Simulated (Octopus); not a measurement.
# Li2O (Fm-3m, No. 225): conduction levels under hydrostatic strain

Li$_{2}$O (Fm-3m, No. 225), cubic lattice constant 4.654 Å. The cell is a database entry, not relaxed again.

Computed with Octopus (real-space grid): LDA, grid spacing about 0.16 Å, Γ-centred 6×6×6 k-mesh, Fermi-Dirac smearing of 0.01 eV, no spin polarisation, PseudoDojo 0.4 LDA potentials. The cell is scaled uniformly. Energies of the lowest empty band count from each cell's highest valence level among the special points, at Γ; they are Kohn-Sham values at fixed points of the zone.

```csv
a (Å),ln(V/V₀),Γ (eV),X (eV),L (eV)
4.444,-0.1381,6.173,5.043,9.850
4.491,-0.1069,5.919,4.987,9.636
4.537,-0.0760,5.674,4.931,9.429
4.584,-0.0453,?,?,?
4.630,-0.0150,5.212,4.819,9.030
4.654,0.0000,5.102,4.791,8.933
4.700,0.0299,4.888,4.735,8.744
```

V₀ is the volume of the database cell.

**Question.** Fit each column by a quadratic in ln V through the rows shown. Give the volume deformation potentials dE/d ln V at the withheld row, and predict that row.

**Answer.** Fits: Γ: 5.102 −7.25 x +3.6 x²; X: 4.791 −1.87 x −0.4 x²; L: 8.933 −6.39 x +1.8 x², with x = ln(V/V₀). At x = -0.0453 the slopes are −7.6 eV (Γ), −1.8 eV (X), −6.6 eV (L). Predicted against computed: 5.438 against 5.438 eV, 4.875 against 4.876 eV, 9.226 against 9.227 eV.

The lowest of these levels is that at X in all rows.
